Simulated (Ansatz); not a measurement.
# Ga vacancy in LaGa3Pd2, calculated

Level of theory: r2SCAN, no spin polarisation, scalar-relativistic; Ansatz, plane waves to 500 eV (PAW set soft_2), k-mesh 3×3×3.

The relaxed host crystal (no gap at this level of theory):

```
CELL_PARAMETERS angstrom
5.43244 0.00000 0.00000
-2.71622 4.70463 0.00000
0.00000 0.00000 4.30258
ATOMIC_POSITIONS crystal
La 0.00000 0.00000 0.00000
Ga 0.50000 0.00000 0.50000
Ga 0.50000 0.50000 0.50000
Ga 0.00000 0.50000 0.50000
Pd 0.33333 0.66667 0.00000
Pd 0.66667 0.33333 0.00000
```

Supercell of 18 atoms, rows of the matrix [[0,1,-1],[1,0,-1],[-1,-1,-1]] times the cell vectors; Ga vacancy at (0.500, 0.000, 0.500) in fractions of the cell above. Atoms are relaxed at the host's cell, from a start shaken by 0.03 Å near the defect. The cell loses 1 of its 9 Ga, so this is a heavily defective crystal.

Distances from the empty Ga site (Å), by shell of the perfect crystal:

```csv
shell,perfect crystal,"relaxed, charge 0"
4 Pd,2.66,2.64
4 Ga,2.72,2.67
```

| charge | gap of the cell on the mesh (eV) |
| --- | --- |
| 0 | 0.00 |

Formation energy of the neutral defect: 1.68 eV, taking atoms from and to the elements' standard states (no corrections for gases), so it belongs to those chemical potentials alone.

Relaxed cell at charge 0:

```
LaGa3Pd2 V_Ga charge 0
1.0
    -2.7162    4.7046   -4.3026
     5.4324    0.0000   -4.3026
    -2.7162   -4.7046   -4.3026
La Ga Pd
3 8 6
Direct
  0.0034 0.0013 0.0029
  0.6663 0.6660 0.6658
  0.3347 0.3338 0.3342
  0.0031 0.5069 0.0022
  0.6668 0.1600 0.6664
  0.6615 0.6699 0.1677
  0.3349 0.3338 0.8339
  0.0086 0.9977 0.5001
  0.8345 0.3337 0.3343
  0.4999 0.9978 0.0085
  0.1697 0.6697 0.6598
  0.0004 0.6730 0.3388
  0.6672 0.3336 0.0018
  0.3304 0.9945 0.6681
  0.6687 0.9943 0.3298
  0.3393 0.6728 0.0004
  0.0022 0.3336 0.6668
```

Caveats: small supercell, so energies and levels can be off by tenths of an eV; one random start near the defect, so other minima are possible.
